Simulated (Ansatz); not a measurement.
**How the vibrations of B2O change with volume**

Computed with Ansatz 0.2.0, DFT PBE, scalar-relativistic, plane waves, PAW. Settings: 420 eV plane-wave cutoff, Γ-centred 18×18×4 mesh, Fermi-Dirac smearing of 0.15 eV. No spin polarisation. Phonons by linear response, acoustic sum rule imposed.

Equilibrium structure at this level:
```yaml
crystal:
  lattice:
    - [2.56885, 0.00000, 0.00000]
    - [-1.28443, 2.22469, 0.00000]
    - [0.00000, 0.00000, 11.59031]
  atoms:
    - { symbol: B, position: [0.00000, 0.00000, 0.42468] }
    - { symbol: B, position: [0.00000, 0.00000, 0.57532] }
    - { symbol: B, position: [0.66667, 0.33333, 0.02209] }
    - { symbol: B, position: [0.33333, 0.66667, 0.97791] }
    - { symbol: O, position: [0.66667, 0.33333, 0.37688] }
    - { symbol: O, position: [0.33333, 0.66667, 0.62312] }
```

In a metal, frequencies depend on the k mesh and the smearing, soft modes most. Spin polarisation was left out, and a magnetic state may lie lower. The crystal is built of layers and no dispersion correction was added, so the binding between them is poorly described, and with it their spacing and whatever depends on it. A semilocal functional can close a gap that the real compound has.

Cells at 0.98 and 1.02 times the equilibrium volume were relaxed in shape and atoms; γ = −d ln ν / d ln V, modes matched by rank.

Problem. Give the optical frequencies at Γ (cm⁻¹) at the three volumes and the mode Grüneisen parameters.

Solution.
| 0.98 V | V | 1.02 V | γ | degeneracy |
| --- | --- | --- | --- | --- |
| 8 | 7 | 6 | 7.14 | 2 |
| 26 | 21 | 17 | 10.29 | 1 |
| 305 | 305 | 305 | 0.01 | 2 |
| 451 | 451 | 451 | 0.02 | 1 |
| 526 | 525 | 524 | 0.12 | 1 |
| 646 | 644 | 644 | 0.08 | 2 |
| 665 | 664 | 663 | 0.08 | 2 |
| 911 | 912 | 913 | -0.05 | 1 |
| 1067 | 1068 | 1069 | -0.05 | 2 |
| 1126 | 1126 | 1126 | 0.01 | 1 |

Problem. What pressures hold the two strained cells, and what bulk modulus follows?

Solution. 0.07 GPa at 0.98 V and -0.02 GPa at 1.02 V, so B = −dP/d ln V ≈ 2 GPa.